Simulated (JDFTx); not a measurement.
| Property | Value |
|---|---|
| surface | Mo(110) |
| bulk | Mo, Im-3m, lattice of mp-129 (not re-optimised) |
| slab | 6 atoms in 6 planes, 1x1, 11.0 Å between the outermost planes |
| in-plane cell | 2.743 × 2.743 Å, 7.09 Å² |
| cell height | 27.2 Å |
| sampling | 8×8×1 k mesh, Fermi smearing 0.01 Ha, no spin polarisation |

Method: PBE, GBRV ultrasoft potentials, plane waves to 20/100 Ha, in a modified build of JDFTx. Liquid: linear PCM (GLSSA13), water, 1 M NaCl. Between zero charge and -0.28 V from it the run gives σ = -5.7 μC/cm², a mean capacitance of 20.3 μF/cm². The liquid has ε = 78.4, a 1:1 salt at 1 M with linear (Debye) response, and T = 298 K.

A calculation by hand: the Debye length, the diffuse-layer capacitance, and the inner capacitance that is left when the two stand in series.

Each ion has density c = 1 × 6.022×10⁻⁴ = 6.022e-04 Å⁻³. λ² = ε kT / (8π (e²/4πε₀) c) with kT = 0.02568 eV and e²/4πε₀ = 14.40 eV Å gives λ = 3.04 Å; the log prints 3.04 Å. C_diffuse = ε₀ε/λ = 228 μF/cm². Then 1/C_inner = 1/20.3 − 1/228, so C_inner = 22.2 μF/cm², which equals a vacuum gap of ε₀/C_inner = 0.40 Å. The diffuse layer takes 9 % of the potential drop; the rest lies between the electrode's charge and the onset of the dielectric, with the electrode's own (quantum) capacitance in it. The split is a model: in the calculation solvent and ions share one smooth cavity.
